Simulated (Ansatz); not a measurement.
OsCl4:
Space group Cmmm (No. 65); a = 7.9810 Å, b = 8.0385 Å, c = 3.5281 Å, α = β = γ = 90.00°

```
atom  site  symmetry       x       y       z
----  ----  --------  ------  ------  ------
Cl      4j       m2m  0.5000  0.3051  0.5000
Os      2a       mmm  0.0000  0.0000  0.0000
Cl      4g       2mm  0.2838  0.0000  0.0000
```
(The calculation used a cell of 5 atoms; values per cell refer to that cell.)

Relaxed at zero pressure with DFT-r²SCAN+D4 in the program Ansatz with PAW potentials.

### Question
The volume is raised by 6 % and shape and atoms relax at that volume. What pressure results, and how do the axes share the change?

### Answer
-0.9 GPa; a 2.6 %, b 2.9 %, c 0.4 %; the energy rises by 4 meV/atom.

### Question
Give the new structure.

### Answer

Space group Cmmm (No. 65); a = 8.1869 Å, b = 8.2745 Å, c = 3.5418 Å, α = 90.00°, β = 90.00°, γ = 90.00°

```csv
atom,site,symmetry,x,y,z
Cl,4j,m2m,0.5000,0.3105,0.5000
Os,2a,mmm,0.0000,0.0000,0.0000
Cl,4g,2mm,0.2770,0.0000,0.0000
```

The phase is kept; no other phase was compared at this pressure.

The workflow started from an entry of the Crystallography Open Database (COD). Whether it is the stable phase at ambient conditions was not checked. Symmetry was held in the r²SCAN+D4 relaxation; its stability against distortions is not shown here. No spin polarisation was allowed. Spin–orbit coupling is left out wherever it is not named.

Potentials: the later of the program's two PAW sets.
